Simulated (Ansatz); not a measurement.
## What settings do to one calculation: P started on an O site in wurtzite ZnO, 16 atoms, charge 0

Ansatz (PAW, plane waves), atoms fixed. The base input:

```yaml
crystal:
  lattice:
    - [6.459848, 0.000000, 0.000000]
    - [0.000000, 5.594393, 0.000000]
    - [0.000000, 0.000000, 5.214519]
  atoms:
    - { symbol: Zn, position: [0.283848, 0.181997, 0.485385], spin: 0.2 }
    - { symbol: Zn, position: [0.969561, 0.636786, 0.515017] }
    - { symbol: Zn, position: [0.753172, 0.199640, 0.497064], spin: 0.2 }
    - { symbol: Zn, position: [0.498304, 0.675679, 0.502200], spin: 0.2 }
    - { symbol: Zn, position: [0.987038, 0.322953, 0.999103] }
    - { symbol: Zn, position: [0.500882, 0.359876, 0.005959], spin: 0.2 }
    - { symbol: Zn, position: [0.259181, 0.840314, 0.995900] }
    - { symbol: Zn, position: [0.751765, 0.834974, 0.996692] }
    - { symbol: O, position: [0.991038, 0.323341, 0.390672] }
    - { symbol: O, position: [0.260294, 0.799529, 0.407465] }
    - { symbol: O, position: [0.713991, 0.827123, 0.369885] }
    - { symbol: O, position: [0.245676, 0.150311, 0.894373] }
    - { symbol: O, position: [0.010063, 0.687083, 0.852151] }
    - { symbol: O, position: [0.736920, 0.164336, 0.893976] }
    - { symbol: O, position: [0.510735, 0.668679, 0.884111] }
    - { symbol: P, position: [0.515073, 0.335413, 0.391009], spin: 0.2 }
kpoints:
  mp_grid: { grid: [2, 2, 2], shift: [0.5, 0.5, 0.5] }
hamiltonian:
  xc: pbesol
magnetization:
  spin_polarized: true
scf:
  occupations: { method: fermi_dirac, width: 0.01 }
output:
  forces: true
  eigenvalues: true
  stress: true
  populations: true
```

Command:

```sh
ansatz run in.yaml --threads 7 --pin off --max-ram 13300MiB --runs-dir r --events-out ev --progress --plain
```

It converged in 20 iterations and 7.1 s of wall time on 7 threads of a Neoverse-V2 processor, on a host shared with other runs; peak host memory 1 GiB; largest force component 10.19 eV/Å, pressure 22.97 GPa. The cutoff was the default, 420 eV. The base isn't a converged reference: it has few k points, and its atoms are unrelaxed, some of them close together. Each run below changes the keys shown and caps the iterations.

```tsv
run	changed	ending	iterations	free energy less the base (meV per atom)	rms change of forces (eV/Å)	change of pressure (GPa)	wall time (s, shared host)
1	xc revpbe, mixing algorithm broyden, max_iter 50	converged	21	other zero	0.188	10.07	5.9 CPU
2	dispersion d4, max_iter 80	converged	20	other zero	0.011	-2.16	5.9 CPU
3	xc r2scan, occupations tetrahedron, max_iter 100	converged	18	other zero	0.155	1.22	14 CPU
4	initial_magnetization 4, max_iter 100, k points a 1×1×2 mesh centred on Γ	converged	16	65.2	0.239	-0.11	1.6 CPU
5	max_iter 70, k points the single k point (½, ½, ½)	converged	20	70.4	0.394	1.49	1.4 CPU
6	ecutwfc 650 eV, max_iter 80	converged	20	-4.7	0.003	-0.03	9.4 CPU
8	occupations methfessel_paxton, max_iter 4, width 1.0 eV	not converged	–	–	–	–	–
```

«Other zero»: another functional, charge or dispersion term moves the zero of energy, so the difference says nothing of accuracy.

Runs with exact exchange count the iterations of all their loops.

Runs lost to time or memory, or doubtful for a known weakness of the program, are left out.

Which changes leave the result alone, and which of the same physical model moves the forces most?

None leaves the forces within 0.002 eV/Å. Run 5 (max_iter 70, k points the single k point (½, ½, ½)) moves them most among the runs with the same functional, charge and dispersion term, by 0.394 eV/Å.

Why did some runs give no result?

- run 8: did not converge after 4 iterations: dr2 = 1.88e-1 (threshold 1.00e-7), under the density mixer `msr1`, which `scf.mixing.algorithm: auto` chose by the deck's other keys (type `scf.mixing.algorithm: msr1` to keep it);
